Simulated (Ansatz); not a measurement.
# Zr3PO4: input and output

The input, for Ansatz 0.2.0 (plane waves, PAW):

```yaml
crystal:
  lattice:
    - [5.853792, 0.0, 0.0]
    - [0.0, 5.853792, 0.0]
    - [0.0, 0.0, 5.853792]
  atoms:
    - { symbol: Zr, position: [0.25, 0.0, 0.5] }
    - { symbol: Zr, position: [0.5, 0.25, 0.0] }
    - { symbol: Zr, position: [0.75, 0.0, 0.5] }
    - { symbol: Zr, position: [0.5, 0.75, 0.0] }
    - { symbol: Zr, position: [0.0, 0.5, 0.25] }
    - { symbol: Zr, position: [0.0, 0.5, 0.75] }
    - { symbol: P, position: [0.0, 0.0, 0.0] }
    - { symbol: P, position: [0.5, 0.5, 0.5] }
    - { symbol: O, position: [0.1486, 0.1486, 0.1486] }
    - { symbol: O, position: [0.6486, 0.3514, 0.3514] }
    - { symbol: O, position: [0.8514, 0.8514, 0.1486] }
    - { symbol: O, position: [0.3514, 0.6486, 0.3514] }
    - { symbol: O, position: [0.1486, 0.8514, 0.8514] }
    - { symbol: O, position: [0.6486, 0.6486, 0.6486] }
    - { symbol: O, position: [0.8514, 0.1486, 0.8514] }
    - { symbol: O, position: [0.3514, 0.3514, 0.6486] }
  symmetry: { tolerance: 0.0003 }
kpoints:
  mp_grid: { grid: [6, 6, 6], shift: [0, 0, 0] }
magnetization:
  spin_polarized: false
scf:
  occupations: { method: fermi_dirac, width: 0.0229 }
  lower_state_search: "off"
  max_iter: 200
hamiltonian:
  pseudopotentials: { kind: paw }
  xc: r2scan
basis:
  ecutwfc: 500
  fft_grid_basis: typed
output:
  forces: true
  stress: true
  eigenvalues: true
  bader: true
  populations: true
  elf: true
  write_potential: true
  volumetric_format: npy
  dos:
    e_range: [-12, 8]
    de: 0.05
    projected: { site_lists: { O: [O], P: [P], Zr: [Zr] } }
checkpoint:
  read: saved_state
```

The run starts from an earlier solution of this cell. 

Parts of the output:

```
Pseudopotentials: kind: paw
Pseudopotential: Zr, paw, valence charge 12, recommended cutoff 500 eV (meta_gga), Zr.paw.azcp
Pseudopotential: P, paw, valence charge 5, recommended cutoff 500 eV (meta_gga), P.paw.azcp
Pseudopotential: O, paw, valence charge 6, recommended cutoff 500 eV (meta_gga), O.paw.azcp
Functional definition: r2SCAN
  exchange = r2scan_x(k0 = k0, k1 = k1, a1 = a1)
  correlation = r2scan_c
Crystal: 16 atoms, lattice volume = 200.591 Å³
Basis set: ecut = 500 eV, 5041 PW (Γ), exchange–correlation on 180×180×180 points (64 copies of the dense FFT grid, shifted against one another)
Bands: 81, of which v1, the nominal top of the filled ones, is band 65 counted from 1 (64 counted from 0)
Symmetry: 24 space group operations
Space group: P-43n (ITA 218), of the structure as read, at distance tolerance 1.8e-3 Å
k-points: 20 of 216 (time reversal used)
Initial density: read from a saved state, or passed on in memory by an earlier SCF of this step, an earlier step, the calling program or the single point that the run made first
Functional: x = r2scan, c = r2scan; τ floored in thin density (d = 2e-4 eV/Å³)
Free energy (F): -31240.3293 eV
Harris-Foulkes:  -31240.3293 eV  (|F-HF|=3.85e-9)
Internal energy: -31240.2985 eV  (E = F + TS)
E sigma→0 (E₀):  -31240.3139 eV
Entropy (-TS):   -0.0308 eV (-1.923 meV/atom)
Fermi energy:    16.0600 eV
--- Stress (GPa, compression-positive) ---
       15.9088       0.0000       0.0000
        0.0000      15.9088       0.0000
        0.0000       0.0000      15.9088
  P = ⅓ Tr σ = 15.9088 GPa (159.088 kbar)
--- Löwdin populations: 16 sites ---
  site symbol       q [e]
     0     Zr     11.5970
     1     Zr     11.5970
     2     Zr     11.5970
     3     Zr     11.5970
     4     Zr     11.5970
     5     Zr     11.5970
     6      P      2.7755
     7      P      2.7755
     8      O      6.7034
     9      O      6.7034
    10      O      6.7034
    11      O      6.7034
    12      O      6.7034
    13      O      6.7034
    14      O      6.7034
    15      O      6.7034
  spilling = 0.0095 (of n_electrons = 130.0000)
```

Origin: a known structure type with other elements, at an estimated volume, so it need not be a known compound. Caveats: many states at the Fermi level without spin polarisation, so a magnetic state may lie lower; atoms or cell far from equilibrium.
